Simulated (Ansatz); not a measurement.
SiNi3, a database entry at a rescaled volume

```
Si Ni
1.0
     3.52207    0.00000    0.00000
     0.00000    3.52207    0.00000
     0.00000    0.00000    3.52207
Si Ni
1 3
Direct
  0.00000 0.00000 0.00000
  0.00000 0.50000 0.50000
  0.50000 0.00000 0.50000
  0.50000 0.50000 0.00000
```

Method: PBE, non-collinear spin; PAW, plane waves to 420 eV, 10×10×10 Γ-centred mesh, fermi-dirac occupations (width 0.1 eV) (Ansatz 0.2.0), atoms fixed.

The state carries no moments; the state need not be the lowest.

(1) Is the cell too large or too small?

(2) Describe some of the short contacts.

(3) Which element gives electrons and which takes them?

(4) What is the formation energy?

(5) What happens at the Fermi level?

Origin: a database entry at a rescaled volume.

Answers

(1) The pressure is -2.7 GPa (compression positive), so with the atoms held at these fractions the cell would first shrink.

(2) Ni–Ni at 2.49 Å: least valence density 0.32 e/Å³ and ELF 0.26 there. Both are smooth PAW fields, read partly inside the augmentation spheres.

(3) Bader charges in e: Si +0.40, Ni -0.13. In the mean Si gives up most and Ni takes most.

(4) -0.46 eV an atom against the elements' usual phases (free molecules for gases, crystals otherwise, with no correction for O₂ or N₂), so it is bound against them; other compounds may still compete. Relaxing would lower it.

(5) It is a metal, with about 2.1 states/eV a cell as the mean within 0.25 eV of the Fermi level, mostly Ni d (95 %).
